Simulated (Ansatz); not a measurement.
TiAl₃ (D022 type, space group I4/mmm)

```xyz
4
Lattice="-1.9229 1.9229 4.3100 1.9229 -1.9229 4.3100 1.9229 1.9229 -4.3100" Properties=species:S:1:pos:R:3 pbc="T T T"
Al     0.0000     0.0000     4.3100
Al     0.0000     1.9229     2.1550
Al     1.9229     0.0000     2.1550
Ti     0.0000     0.0000     0.0000
```

E(V) scan at fixed shape, V₀ the volume above. Symmetry pins the atoms to their sites.

These are PBE (plane waves to 420 eV, PAW, scalar-relativistic; Ansatz, a first-principles code) values and carry that method's errors. k mesh 17×17×17 (Γ-centred), Fermi-Dirac smearing 0.05 eV. The energy includes the smearing's −TS. Compression counts positive. With the shape held, the modulus is that of even scaling; a crystal free to change shape is softer. TiAl3 is run without spin polarisation. TiAl3 was relaxed with its symmetry unable to fall. ΔE is measured from the relaxed starting cell. The last digit holds for this mesh only.

| V (Å³/atom) | ΔE (meV/atom) |
|---|---|
| 14.343 | 62.8 |
| 14.609 | 42.3 |
| 14.874 | withheld |
| 15.140 | 14.3 |
| 15.406 | 6.2 |
| 15.671 | 1.5 |
| 15.937 | 0.0 |
| 16.203 | 1.4 |
| 16.468 | 5.5 |
| 16.734 | 12.1 |
| 16.999 | 20.9 |
| 17.265 | 31.9 |
| 17.531 | 44.7 |

Fit a third-order Birch-Murnaghan form (E₀, V₀, B₀, B₀′ free) to the given rows and predict ΔE at V = 14.874.

Least squares on the 12 given rows: ΔE = E₀ + (9V₀B₀/16)·y²·[2 + (B₀′ − 4)y], y = (V₀/V)^(2/3) − 1, with V₀ = 15.937 Å³/atom, B₀ = 105.7 GPa (160.2 GPa = 1 eV/Å³; the term in eV is multiplied by 1000), B₀′ = 4.07, E₀ = -0.01 meV/atom; root-mean-square residual 0.02 meV/atom. At 14.874 the fit gives 26.3 meV/atom; the calculation gives 26.3 meV/atom, the same to the digits shown. For the pressure the fit gives 8.4 GPa against the computed 8.4 GPa.

(A scan under strain: stresses follow from slopes of the energy per volume, elastic moduli from its curvatures.)
